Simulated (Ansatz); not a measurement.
The start is a generated cell, WSe2 placed in the baddeleyite structure type. The cell and all atomic positions are relaxed at zero pressure with r2SCAN (plane waves to 500 eV, PAW, scalar-relativistic; Ansatz, a first-principles code). The first steps use a coarse 3×3×3 k-mesh.

Input geometry:
```
WSe2
1.0
    6.46623     0.00000     0.00000
    0.00000     6.54294     0.00000
   -1.07076     0.00000     6.58921
W Se
4 8
Direct
  0.27540   0.03950   0.20830
  0.72460   0.53950   0.29170
  0.72460   0.96050   0.79170
  0.27540   0.46050   0.70830
  0.07000   0.33170   0.34470
  0.93000   0.83170   0.15530
  0.93000   0.66830   0.65530
  0.07000   0.16830   0.84470
  0.44960   0.75690   0.47920
  0.55040   0.25690   0.02080
  0.55040   0.24310   0.52080
  0.44960   0.74310   0.97920
```

* **Initial pressure**: -12 GPa (negative: the cell is under tension)
* **Outcome**: The space group stays P2₁/c (No. 14) (the run could not lower it); the end is AFLOW prototype A2B_mP12_14_2e_e (C43, as in ZrO2), with 12 atoms in the primitive cell
* **Energy released**: 0.14 eV/atom
* **Volume change**: -11.2 %, from 23.23 to 20.62 Å³/atom
* **Shortest distances (start → end)**: The closest pairs of elements (up to four, under 3.6 Å), start → end: Se–W 2.58 → 2.49 Å; Se–Se 3.19 → 3.03 Å
* **Band gap at the end**: no gap on the sampled points, where the bands overlap only slightly; such a result is sensitive to mesh and level
* **Optimiser moves**: 15

Final structure:

```cif
data_Se8W4
_chemical_formula_sum 'W4 Se8'
_space_group_name_H-M_alt 'P21/c'
_space_group_IT_number 14
_space_group_name_Hall '-P 2ybc'
_cell_length_a 6.24859
_cell_length_b 6.25423
_cell_length_c 6.43052
_cell_angle_alpha 90.000
_cell_angle_beta 100.085
_cell_angle_gamma 90.000
loop_
_atom_site_label
_atom_site_type_symbol
_atom_site_symmetry_multiplicity
_atom_site_Wyckoff_symbol
_atom_site_fract_x
_atom_site_fract_y
_atom_site_fract_z
_atom_site_occupancy
W1 W 4 e 0.27590 0.04989 0.19933 1
Se1 Se 4 e 0.08118 0.34844 0.34067 1
Se2 Se 4 e 0.55280 0.26247 0.00457 1
```

Final values are on a 6×6×6 k-mesh of the relaxed cell. No spin polarisation in the result. Spin-orbit coupling is missing; with elements this heavy it can move band edges by tenths of an eV or more.

The run could not lose the symmetry of its start: the end is stationary, and may be a saddle point rather than a minimum.

The relaxed structure here is a generated cell of WSe2: the first start was made by placing the elements on the sites of a structure type, and the end was not matched to a known phase here, so it may be hypothetical. Known forms of WSe2 include space group No. 194.
